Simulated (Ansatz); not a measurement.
The relaxed structure here is a generated cell of Ge2W: the first start was made by placing the elements on the sites of a structure type, and the end was not matched to a known phase here, so it may be hypothetical.

One stationary structure of Ge2W. Space group P6₄22 (No. 181). Method: r2SCAN (plane waves to 500 eV, PAW, scalar-relativistic; Ansatz, a program for electronic structure).

```cif
data_Ge6W3
_chemical_formula_sum 'W3 Ge6'
_space_group_name_H-M_alt 'P 1'
_space_group_IT_number 1
_cell_length_a 4.80954
_cell_length_b 4.80954
_cell_length_c 6.76972
_cell_angle_alpha 90.000
_cell_angle_beta 90.000
_cell_angle_gamma 120.000
loop_
_space_group_symop_operation_xyz
  'x, y, z'
loop_
_atom_site_label
_atom_site_type_symbol
_atom_site_fract_x
_atom_site_fract_y
_atom_site_fract_z
_atom_site_occupancy
W1 W 0.50000 0.00000 0.50000 1
W2 W 0.00000 0.50000 0.83333 1
W3 W 0.50000 0.50000 0.16667 1
Ge1 Ge 0.16611 0.33221 0.50000 1
Ge2 Ge 0.66779 0.83389 0.83333 1
Ge3 Ge 0.16611 0.83389 0.16667 1
Ge4 Ge 0.83389 0.66779 0.50000 1
Ge5 Ge 0.33221 0.16611 0.83333 1
Ge6 Ge 0.83389 0.16611 0.16667 1
```

| Property | Value |
|---|---|
| Volume per atom | 15.07 Å³ |
| Band gap | no gap (metallic) |
| Shortest distances | Ge–Ge 2.65 Å; Ge–W 2.65 Å; W–W 3.30 Å |
| k-mesh | 11×11×7 |

Band energies at high-symmetry points (eV from the Fermi level; labels of this space group; no spin-orbit coupling), from −5 eV up to 3.1 eV:

```tsv
point	energies
Γ	-4.91 -4.91 -4.81 -3.62 -3.62 -3.41 -3.41 -3.21 -3.21 -3.08 -2.54 -0.42 1.68 2.25 2.28 2.28 2.82 2.82 3.00 3.07 3.07
M	-4.70 -3.80 -3.25 -3.15 -3.00 -2.19 -1.77 -1.12 -0.81 -0.27 0.13 0.88 0.91 1.09 1.49 2.19 2.30
K	-4.87 -3.67 -3.67 -3.11 -2.92 -2.92 -2.82 -2.82 -2.63 -0.60 -0.60 -0.57 0.91 1.04 1.04 1.70 1.70 2.36 2.58 2.58
A	-3.59 -3.59 -3.55 -3.39 -2.78 -2.78 -2.49 -0.39 -0.39 1.75 1.75 1.86 2.16 2.69 2.90 2.96
L	-4.95 -4.05 -3.37 -3.21 -3.04 -3.00 -2.96 -2.90 -1.81 -1.15 0.22 0.66 1.12 1.21 1.24 1.87 1.88 2.00 2.60
H	-3.95 -3.95 -3.63 -3.63 -3.52 -3.36 -1.75 -1.75 -1.27 -1.27 -0.36 0.84 1.17 1.17 1.81 1.81 2.23 2.38 2.38 3.08
```

No spin polarisation in the result.

The run could not lose the symmetry of its start; a randomly shaken copy of 9 atoms returns to this structure.
